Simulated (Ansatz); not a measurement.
An Ansatz (an electronic-structure program) run. Input:

Ansatz 0.2 input:
```yaml
crystal:
  lattice:
    - [0.0, 4.1156199895, 4.1156199895]
    - [4.1156199895, 0.0, 4.1156199895]
    - [4.1156199895, 4.1156199895, 0.0]
  atoms:
    - { symbol: Ge, position: [0.625, 0.625, 0.625] }
    - { symbol: Ge, position: [0.125, 0.625, 0.625] }
    - { symbol: Ge, position: [0.625, 0.125, 0.625] }
    - { symbol: Ge, position: [0.625, 0.625, 0.125] }
    - { symbol: Ge, position: [0.25, 0.25, 0.25] }
    - { symbol: Ge, position: [0.0, 0.0, 0.0] }
    - { symbol: N, position: [0.866882289, 0.866882289, 0.866882289] }
    - { symbol: N, position: [0.399353133, 0.866882289, 0.866882289] }
    - { symbol: N, position: [0.866882289, 0.399353133, 0.866882289] }
    - { symbol: N, position: [0.866882289, 0.866882289, 0.399353133] }
    - { symbol: N, position: [0.383117711, 0.383117711, 0.383117711] }
    - { symbol: N, position: [0.850646867, 0.383117711, 0.383117711] }
    - { symbol: N, position: [0.383117711, 0.850646867, 0.383117711] }
    - { symbol: N, position: [0.383117711, 0.383117711, 0.850646867] }
kpoints:
  mp_grid: { grid: [4, 4, 4] }
hamiltonian:
  xc: hse06
  pseudopotentials: { kind: paw }
scf:
  n_extra_bands: 14
  occupations: { method: fixed }
output:
  eigenvalues: true
  eigenstates:
    e_range: [-9.0, 11.2]
    kpoints:
      - [0.0, 0.28125, -0.28125]  # VBM
      - [0.0, 0.0, 0.0]  # CBM
      - [0.0, 0.0, 0.0]  # GAMMA
      - [0.5, 0.0, 0.5]  # X
      - [0.5, 0.5, 0.5]  # L
      - [0.5, 0.25, 0.75]  # W
      - [0.375, 0.375, 0.75]  # K
      - [0.625, 0.25, 0.625]  # U
```

Output (shortened):

```
Pseudopotential: Ge, paw, valence charge 14
Pseudopotential: N, paw, valence charge 5
Functional definition: HSE06
davidson cushion auto → on  (no smearing: the cushion is to keep the highest requested band from converging to the state above it …
Crystal: 14 atoms, lattice volume = 139.423 Å³
Basis set: ecut = 420 eV, 2733 PW (Γ)
Bands: 76, of which v1, the nominal top of the filled ones, is band 62 counted from 1 (61 counted from 0)
Symmetry: 48 space group operations
Space group: Fd-3m (ITA 227), of the structure as read, at distance tolerance 5.2e-5 Å
k-points: 8 of 64
SCF iter   1: F=—  HF=-28840.523436 eV  |F-HF|=—  |Δ(HF+E_count)|=         —  Δρ=2.55e-3  dr2=9.90e-3  ethr=1.77e-3  ⟨swp⟩=6.0  Hψ=2549  notcnv=0
preconditioner: auto → none
SCF iter   2: F=—  HF=-28840.524693 eV  |F-HF|=—  |Δ(HF+E_count)|=   1.26e-3  Δρ=1.24e-3  dr2=2.28e-3  ethr=7.98e-6  ⟨swp⟩=5.0  Hψ=1935  notcnv=0  defer=2
iter 3 solved again at ethr=1.44e-7 eV; its pass at ethr=1.84e-6 eV (dr2=1.79e-4 eV) is discarded
SCF iter   3: F=-28840.524817 eV  HF=-28840.524504 eV  |F-HF|=3.12e-4  |Δ(HF+E_count)|=   1.88e-4  Δρ=6.26e-4  dr2=1.80e-4  ethr=1.44e-7  ⟨swp⟩=2.2  Hψ=2935  notcnv=0
SCF 1 stopped early in 3 iterations: F = -28840.524817 eV  dr2 = 1.80e-4
Crystal: 14 atoms, lattice volume = 139.423 Å³
Exchange kernel: α = 0.2500, screened, ω = 0.2079 Å⁻¹, Wigner–Seitz truncation, v(0) = 1046.4724 eV·Å³, q-mesh 4×4×4, nearest image of the exchange supercell L …
Frozen-core exchange: fock
SCF iter   1: F=—  HF=-28845.476905 eV  |F-HF|=—  |Δ(HF+E_count)|=         —  Δρ=1.47e-2  dr2=1.01e-1  ethr=1.45e-6  ⟨swp⟩=7.2  Hψ=3256  notcnv=0
preconditioner: auto → none
SCF iter   2: F=—  HF=-28845.416849 eV  |F-HF|=—  |Δ(HF+E_count)|=   6.01e-2  Δρ=5.37e-3  dr2=2.46e-2  ethr=1.45e-6  ⟨swp⟩=4.0  Hψ=2232  notcnv=0
SCF iter   3: F=—  HF=-28845.412386 eV  |F-HF|=—  |Δ(HF+E_count)|=   4.46e-3  Δρ=1.89e-3  dr2=7.09e-3  ethr=1.45e-6  ⟨swp⟩=4.0  Hψ=1771  notcnv=0
SCF iter   4: F=—  HF=-28845.465194 eV  |F-HF|=—  |Δ(HF+E_count)|=   5.28e-2  Δρ=1.72e-3  dr2=2.63e-3  ethr=1.28e-6  ⟨swp⟩=4.0  Hψ=2311  notcnv=0
SCF iter   5: F=—  HF=-28845.464247 eV  |F-HF|=—  |Δ(HF+E_count)|=   9.47e-4  Δρ=3.62e-4  dr2=2.69e-4  ethr=1.28e-6  ⟨swp⟩=3.0  Hψ=1902  notcnv=0
SCF iter   6: F=-28845.464871 eV  HF=-28845.464899 eV  |F-HF|=2.84e-5  |Δ(HF+E_count)|=   6.52e-4  Δρ=1.81e-4  dr2=4.58e-5  ethr=1.42e-7  ⟨swp⟩=4.0  Hψ=1713  notcnv=0
SCF 2 stopped early in 6 iterations: F = -28845.464871 eV  dr2 = 4.58e-5
hybrid outer 1: dexx = +5.954e-2 eV, tail = 3.18e-4 eV
Crystal: 14 atoms, lattice volume = 139.423 Å³
Exchange kernel: α = 0.2500, screened, ω = 0.2079 Å⁻¹, Wigner–Seitz truncation, v(0) = 1046.4724 eV·Å³, q-mesh 4×4×4, nearest image of the exchange supercell L …
Frozen-core exchange: fock
SCF iter   1: F=—  HF=-28845.465241 eV  |F-HF|=—  |Δ(HF+E_count)|=         —  Δρ=1.07e-4  dr2=1.00e-5  ethr=1.28e-6  ⟨swp⟩=3.1  Hψ=1414  notcnv=0
preconditioner: auto → none
iter 2 solved again at ethr=9.98e-11 eV; its pass at ethr=7.81e-9 eV (dr2=1.24e-7 eV) is discarded
SCF iter   2: F=—  HF=-28845.465241 eV  |F-HF|=—  |Δ(HF+E_count)|=   5.94e-8  Δρ=1.28e-5  dr2=5.52e-7  ethr=9.98e-11  ⟨swp⟩=2.9  Hψ=3447  notcnv=0
SCF iter   3: F=—  HF=-28845.465243 eV  |F-HF|=—  |Δ(HF+E_count)|=   2.13e-6  Δρ=1.58e-5  dr2=4.05e-7  ethr=9.94e-11  ⟨swp⟩=5.0  Hψ=2134  notcnv=0
SCF iter   4: F=-28845.465243 eV  HF=-28845.465243 eV  |F-HF|=1.10e-9  |Δ(HF+E_count)|=   1.13e-7  Δρ=3.86e-6  dr2=1.41e-8  ethr=9.94e-11  ⟨swp⟩=3.0  Hψ=1695  notcnv=0
SCF 3 converged in 4 iterations: F = -28845.465243 eV  dr2 = 1.41e-8
hybrid outer 2: dexx = +2.509e-6 eV, tail = 1.04e-7 eV, Δε = 2.92e-3 eV (about 8.50e-5 eV left of the loop's levels)
the search or the solves at the SCF's close seem to have found levels that the self-consistency loop had missed (the run counts 1) …
NSCF: frozen V_eff on 8 k-points
hybrid SCF converged: 2 outer / 10 inner (+3 warm-up), last move |dexx| = 2.51e-6 eV, tail = 1.04e-7 eV
Stability not checked (fock_operator)
Free energy (F): -28845.465243 eV
Frozen-core exchange: fock
Harris-Foulkes:  -28845.465243 eV  (|F-HF|=1.10e-9)
Internal energy: -28845.465243 eV  (E = F + TS)
E sigma→0 (E₀):  -28845.465243 eV
Fermi energy:    11.222870 eV
--- Per-component energies (eV) ---
  E_band       = -673.324390
  E_kinetic    = 1729.829252
  E_local      = -13894.817894  (includes V_loc(G=0)·N_el)
  E_nonlocal   = 2906.986635
  E_hartree    = 5996.081162
  E_xc         = -753.483589
  E_vxc        = -802.513075  (∫ρ·V_xc dr)
  E_exx        = -439.405674  (= α·E_x^exact, valence–valence)
  E_paw        = -12919.027613  (= ΣΔE_a)
  E_vpaw       = -1726.160004  (= ΣTr[D̂ρ^β])
  E_aug_tail   = 0.003346  (compensation charges beyond the density's cutoff)
  E_ewald      = -11469.261453
  E_core_change = -2.369415  (= ΣΔE_core)
  E_smearing   =  0.000000  (= −TS)
  E_closure    =  0.000000  (closes the sum)
  Σ components = -28845.465243   (vs F -28845.465243, Δ=0.00e0)
  [band-id]    e_kinetic+e_local+e_nonlocal+2·e_hartree+e_vxc+2·e_exx+e_vpaw+e_augmentation_tail = -673.320764   (vs E_band -673.324390, Δ=3.63e-3)
--- Band table (eV; the first three rows and the last of 8) ---
  k-point 0: bands = ["-15.9008", "-15.9008", "-15.9008", "-15.8890", "-15.8890", "-15.8890", "-15.7927", "-15.7927", "-15.7863", "-15.7863", "-15.5906", "-15.5906", "-15.5906", "-15.4632", "-15.4573", "-15.4573", "-15.3817", "-15.3817", "-15.3817", …
  k-point 1: bands = ["-15.8991", "-15.8991", "-15.8946", "-15.8940", "-15.8906", "-15.8906", "-15.7925", "-15.7925", "-15.7867", "-15.7867", "-15.5901", "-15.5660", "-15.5660", "-15.4579", "-15.4579", "-15.4466", "-15.3980", "-15.3980", "-15.3818", …
  k-point 2: bands = ["-15.9000", "-15.8965", "-15.8965", "-15.8931", "-15.8931", "-15.8871", "-15.7920", "-15.7920", "-15.7873", "-15.7873", "-15.5902", "-15.5283", "-15.5283", "-15.4699", "-15.4699", "-15.4220", "-15.4166", "-15.4166", "-15.3819", …
  k-point 7: bands = ["-15.9000", "-15.9000", "-15.8954", "-15.8954", "-15.8874", "-15.8874", "-15.7897", "-15.7897", "-15.7894", "-15.7894", "-15.5458", "-15.5458", "-15.4962", "-15.4962", "-15.4554", "-15.4554", "-15.3994", "-15.3994", "-15.3825", …
```

Cost: about 8 core-minutes (a rough figure) on shared cores.

The points marked VBM and CBM come from a semilocal run.

The cell was relaxed with PBEsol under the symmetry of its start. Spin–orbit coupling is left out wherever it is not named.

Potentials: the later of the program's two PAW sets.

Ansatz is a plane-wave DFT program.
